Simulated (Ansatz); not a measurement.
One crystal and one scan (energy over volume and axial ratio) at two levels, PBE (plane waves to 420 eV, PAW, scalar-relativistic; Ansatz, a program for electronic structure) and r2SCAN (plane waves to 500 eV, PAW, scalar-relativistic; Ansatz), each from its own relaxed cell and on its own mesh. The cell shown is that of PBE.

CuI (zinc blende)

```
CELL_PARAMETERS angstrom
      0.00000     3.03967     3.03967
      3.03967     0.00000     3.03967
      3.03967     3.03967     0.00000
ATOMIC_POSITIONS crystal
  I  0.75000 0.75000 0.75000
  Cu 0.00000 0.00000 0.00000
```

The relaxed cell is deformed in two ways at once: its volume V is scaled, and at that volume it is stretched along z (the c axis of the conventional cell) so that c/a changes. Fractional atomic positions are held.

Energies are smeared free energies. CuI is run without spin polarisation. CuI was relaxed with its symmetry unable to fall. Spin-orbit coupling is left out, though I is heavy. Percentages come from the unrounded values. Both scans cover V/V₀ from 0.920 to 1.080 and (c/a)/(c/a)₀ from 0.960 to 1.040.

```json
[
 {"quantity": "Lattice constant a (Å)", "PBE": "6.079", "r2SCAN": "6.023", "PBE − r2SCAN": "+0.056 (+0.9 %)"},
 {"quantity": "Band gap of the relaxed cell, no spin-orbit coupling (eV)", "PBE": "1.10", "r2SCAN": "1.67", "PBE − r2SCAN": "-0.57 (-34 %)"},
 {"quantity": "Shear modulus C′ = (C11 − C12)/2 (fit, atoms clamped) (GPa)", "PBE": "8.9", "r2SCAN": "9.1", "PBE − r2SCAN": "-0.2 (-3 %)"}
]
```

PBE gives the higher value for: lattice constant a. PBE gives the lower value for: band gap of the relaxed cell, no spin-orbit coupling.

(A scan under strain: stresses follow from slopes of the energy per volume, elastic moduli from its curvatures.)
